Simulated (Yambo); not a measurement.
**LiF at +1 % isotropic strain: lowest vertical excitons**

```
LiF
1.0
    0.00000     2.02069     2.02069
    2.02069     0.00000     2.02069
    2.02069     2.02069     0.00000
Li F
1 1
Direct
  0.00000   0.00000   0.00000
  0.50000   0.50000   0.50000
```

The PBEsol cell relaxed from Materials Project entry mp-1138 was given an isotropic strain of +1 % on all lattice vectors, and the atoms were relaxed again.

BSE in Yambo on PBEsol (pw.x of Quantum ESPRESSO, ONCV potentials, no spin-orbit coupling) bands: 10×10×10 mesh, 3 valence and 1 conduction bands, static screening with 9 bands and a 4 Ry block, scissor 4.76 eV, Tamm-Dancoff; field along x.

```tsv
state	energy (eV)	states within 2 meV	relative strength	class	main transitions
1	11.28	3	1.00	strong	several band pairs
2	12.77	3	< 0.01	dark	several band pairs
3	12.83	3	0.13	strong	several band pairs
4	12.84	2	< 0.01	dark	several band pairs
5	12.95	3	< 0.01	dark	several band pairs
6	13.16	3	0.10	strong	several band pairs
7	13.21	3	< 0.01	dark	several band pairs
8	13.21	2	< 0.01	dark	several band pairs
```

These are vertical excitations (zero momentum). The direct quasiparticle gap on this mesh is 13.61 eV; counted from there, state 1 is bound by 2.33 eV. Convergence with the mesh was not shown.

Spin singlets only. Strengths are relative to the strongest of the lowest states of this run; strong means a line over 3 % of the spectrum's maximum, dark under 0.03 %. Absolute energies carry the error of the G0W0 scissor, whose convergence isn't established.
